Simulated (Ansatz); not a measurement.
HfN (rock salt)

```yaml
crystal:
  lattice:
    - [0.00000, 2.26274, 2.26274]
    - [2.26274, 0.00000, 2.26274]
    - [2.26274, 2.26274, 0.00000]
  atoms:
    - { symbol: N, position: [0.00000, 0.00000, 0.00000] }
    - { symbol: Hf, position: [0.50000, 0.50000, 0.50000] }
```

Equation-of-state scan: isotropic scaling of the cell above, V₀ being its volume. Symmetry pins the atoms to their sites.

Calculation: r2SCAN (plane waves to 500 eV, PAW, scalar-relativistic; Ansatz, a first-principles code). k mesh 18×18×18 (Γ-centred), Fermi-Dirac smearing 0.05 eV. Compression counts positive. HfN is run without spin polarisation. HfN was relaxed with its symmetry unable to fall. Spin-orbit coupling is left out, though Hf is heavy.

At one point of the scan the stress tensor (GPa) is:

```
   -5.4      0.0      0.0
    0.0     -5.4      0.0
    0.0      0.0     -5.4
```

Which point is it?
(A) V/V₀ = 1.060
(B) V/V₀ = 1.020
(C) V/V₀ = 1.080
(D) V/V₀ = 1.040

B, V/V₀ = 1.020

(Under strain, the slope of the energy per volume gives the stress and its curvature an elastic modulus.)
